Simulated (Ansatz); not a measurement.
Input and command of a calculation in Ansatz (plane waves; scalar-relativistic PAW potentials unless the input names others):

```yaml
crystal:
  lattice:
    - [4.3323733385, 0.0, 0.0]
    - [-2.1661866693, 3.7519453698, 0.0]
    - [0.0, 0.0, 2.8773486949]
  atoms:
    - { symbol: Ge, position: [0.0, 0.0, 0.0] }
    - { symbol: Os, position: [0.3333333333, 0.6666666667, 0.5] }
    - { symbol: Os, position: [0.6666666667, 0.3333333333, 0.5] }
kpoints:
  mp_grid: { grid: [12, 12, 16] }
hamiltonian:
  xc: revpbe
scf:
  occupations: { method: gaussian, width: 0.1 }
  mixing: { algorithm: anderson, beta: 0.05, ndim: 2 }
output:
  forces: true
  eigenvalues: true
  stress: true
relax:
  adjacent_minimum: "off"
  f_tol: 0.01
  max_steps: 80
  cell: { stress_tol: 0.05 }
accuracy: high
```

```bash
ansatz run input.yaml --threads 1 --pin off --max-ram 2560MiB --backend cpu --events-out ev --progress --plain --runs-dir out
```

Abridged log:
```
Basis set: ecut = 420 eV, 927 PW (Γ), exchange–correlation on 72×72×48 points (8 copies of the dense FFT grid, shifted against one another)
Bands: 28, of which v1, the nominal top of the filled ones, is band 23 counted from 1 (22 counted from 0)
Symmetry: 24 space group operations
k-points: 171 of 2304
SCF iter   1: F=—  HF=-27084.494945 eV  |F-HF|=—  |Δ(HF+E_count)|=         —  Δρ=6.94e-3  dr2=9.51e-3  ethr=1.77e-3  ⟨swp⟩=4.6  Hψ=16513  notcnv=0
SCF iter   2: F=—  HF=-27084.496398 eV  |F-HF|=—  |Δ(HF+E_count)|=   1.45e-3  Δρ=6.66e-3  dr2=8.77e-3  ethr=2.07e-5  ⟨swp⟩=2.0  Hψ=6973  notcnv=0  κ⁻¹=1.0e0(r=1)
SCF iter   3: F=—  HF=-27084.496670 eV  |F-HF|=—  |Δ(HF+E_count)|=   2.72e-4  Δρ=3.34e-3  dr2=2.60e-3  ethr=1.91e-5  ⟨swp⟩=1.0  Hψ=4718  notcnv=0  κ⁻¹=1.0e0(r=1)
SCF iter   4: F=—  HF=-27084.497052 eV  |F-HF|=—  |Δ(HF+E_count)|=   3.82e-4  Δρ=1.12e-3  dr2=3.44e-4  ethr=5.64e-6  ⟨swp⟩=2.3  Hψ=7333  notcnv=0  κ⁻¹=1.0e0(r=1)
SCF iter   5: F=—  HF=-27084.497034 eV  |F-HF|=—  |Δ(HF+E_count)|=   1.76e-5  Δρ=1.06e-3  dr2=3.13e-4  ethr=7.47e-7  ⟨swp⟩=1.0  Hψ=4718  notcnv=0  κ⁻¹=1.0e0(r=1)
SCF iter   6: F=—  HF=-27084.496978 eV  |F-HF|=—  |Δ(HF+E_count)|=   5.62e-5  Δρ=4.66e-4  dr2=4.64e-5  ethr=6.81e-7  ⟨swp⟩=2.2  Hψ=7750  notcnv=0  κ⁻¹=1.0e0(r=1)
SCF iter   7: F=—  HF=-27084.496983 eV  |F-HF|=—  |Δ(HF+E_count)|=   4.47e-6  Δρ=4.14e-4  dr2=4.26e-5  ethr=1.01e-7  ⟨swp⟩=1.0  Hψ=4718  notcnv=0  κ⁻¹=1.0e0(r=1)
SCF iter   8: F=—  HF=-27084.496974 eV  |F-HF|=—  |Δ(HF+E_count)|=   8.29e-6  Δρ=3.56e-4  dr2=3.88e-5  ethr=9.25e-8  ⟨swp⟩=1.0  Hψ=4726  notcnv=0  κ⁻¹=1.0e0(r=1)
   ...
SCF iter   6: F=—  HF=-27084.499483 eV  |F-HF|=—  |Δ(HF+E_count)|=   1.16e-8  Δρ=9.86e-6  dr2=3.01e-9  ethr=7.55e-12  ⟨swp⟩=1.0  Hψ=4788  notcnv=0  κ⁻¹=1.0e0(r=1)
SCF iter   7: F=—  HF=-27084.499483 eV  |F-HF|=—  |Δ(HF+E_count)|=   4.73e-8  Δρ=1.14e-5  dr2=1.83e-9  ethr=6.55e-12  ⟨swp⟩=2.0  Hψ=6318  notcnv=0  κ⁻¹=1.0e0(r=1)
SCF iter   8: F=—  HF=-27084.499483 eV  |F-HF|=—  |Δ(HF+E_count)|=   1.13e-8  Δρ=1.10e-5  dr2=1.65e-9  ethr=3.97e-12  ⟨swp⟩=1.0  Hψ=4788  notcnv=0  κ⁻¹=1.0e0(r=1)
SCF iter   9: F=—  HF=-27084.499483 eV  |F-HF|=—  |Δ(HF+E_count)|=   9.36e-8  Δρ=6.29e-6  dr2=7.70e-10  ethr=3.60e-12  ⟨swp⟩=2.0  Hψ=6223  notcnv=0  κ⁻¹=1.0e0(r=1)
SCF iter  10: F=—  HF=-27084.499483 eV  |F-HF|=—  |Δ(HF+E_count)|=   6.20e-9  Δρ=5.83e-6  dr2=6.56e-10  ethr=1.67e-12  ⟨swp⟩=1.0  Hψ=4788  notcnv=0  κ⁻¹=1.0e0(r=1)
SCF iter  11: F=—  HF=-27084.499483 eV  |F-HF|=—  |Δ(HF+E_count)|=   3.73e-8  Δρ=6.41e-7  dr2=3.53e-11  ethr=1.43e-12  ⟨swp⟩=2.0  Hψ=6545  notcnv=0  κ⁻¹=1.0e0(r=1)
SCF iter  12: F=—  HF=-27084.499483 eV  |F-HF|=—  |Δ(HF+E_count)|=  2.00e-10  Δρ=4.66e-7  dr2=3.06e-11  ethr=1.00e-12  ⟨swp⟩=4.4  Hψ=16090  notcnv=0  κ⁻¹=1.0e0(r=1)
SCF iter  13: F=-27084.499483 eV  HF=-27084.499483 eV  |F-HF|=1.82e-11  |Δ(HF+E_count)|=  5.46e-11  Δρ=3.43e-7  dr2=2.45e-11  ethr=1.00e-12  ⟨swp⟩=4.0  Hψ=15981  notcnv=0
SCF 6 converged in 13 iterations: F = -27084.499483 eV  dr2 = 2.45e-11
SCF converged after 13 iterations
Stability not checked: this state was not tested for a lower state beside it, because the mixer in use, unlike msr1, does not test its closes by its own steps (another_mixer; see scf.mixing.algorithm and scf.lower_state_search)
Free energy (F): -27084.499483 eV
Harris-Foulkes:  -27084.499483 eV  (|F-HF|=1.82e-11)
Internal energy: -27084.483969 eV  (E = F + TS)
E sigma→0 (E₀):  -27084.491726 eV
Entropy (-TS):   -0.015514 eV (-5.171 meV/atom)
Fermi energy:    19.962335 eV
--- Forces (eV/Å), atoms counted from 1 ---
  atom   1  Ge     0.00000000     0.00000000     0.00000000
  atom   2  Os     0.00000000     0.00000000     0.00000000
  atom   3  Os     0.00000000     0.00000000     0.00000000
--- Stress (GPa, compression-positive) ---
       -0.003024       0.000000       0.000000
        0.000000      -0.003024       0.000000
        0.000000       0.000000      -0.000764
  P = ⅓ Tr σ = -0.0023 GPa (-0.023 kbar)
--- Relaxed structure (5 steps of the walk, 4 accepted, 1 SCFs on fresh bases) ---
  F+E_penalty+E_count = -27084.49948318 eV   max|allowed force component| = 6.168e-17 eV/Å   (the final SCF, on the basis selected at the relaxed cell)
  cell:  # Å, volume = 47.0636 Å³
    - [4.35033040, 0.0, 0.0]
    - [-2.17516520, 3.76749664, 0.0]
    - [0.0, 0.0, 2.87150983]
  atoms:
    - { symbol: Ge, position: [0.0, 0.0, 0.0] }
    - { symbol: Os, position: [0.33333333, 0.66666666, 0.5] }
    - { symbol: Os, position: [0.66666666, 0.33333333, 0.5] }
```

Apart from outputs and empty bands, the input differs from a reference run on usual settings in scf.mixing.algorithm: not typed → "anderson"; scf.mixing.beta: not typed → 0.05; scf.mixing.ndim: not typed → 2; hamiltonian.xc: "pbe" → "revpbe"; accuracy: not typed → "high"; basis.ecutwfc: 420 → not typed. The reference, at the same start, ended its own course with a relaxed volume of 15.53 Å³/atom, pressure 0.02 GPa, largest force 0.000 eV/Å, no gap on the mesh. This run converged in 154 SCF iterations over all its steps (reference: 26) with a total energy on another zero, a relaxed volume of 15.69 Å³/atom, pressure 0.00 GPa, largest force 0.000 eV/Å, no gap on the mesh.

Time: 3.3 min on 1 thread of Intel(R) Xeon(R) Platinum 8259CL CPU @ 2.50GHz (Skylake/Cascade Lake), on a shared host, peak memory 0.54 GiB.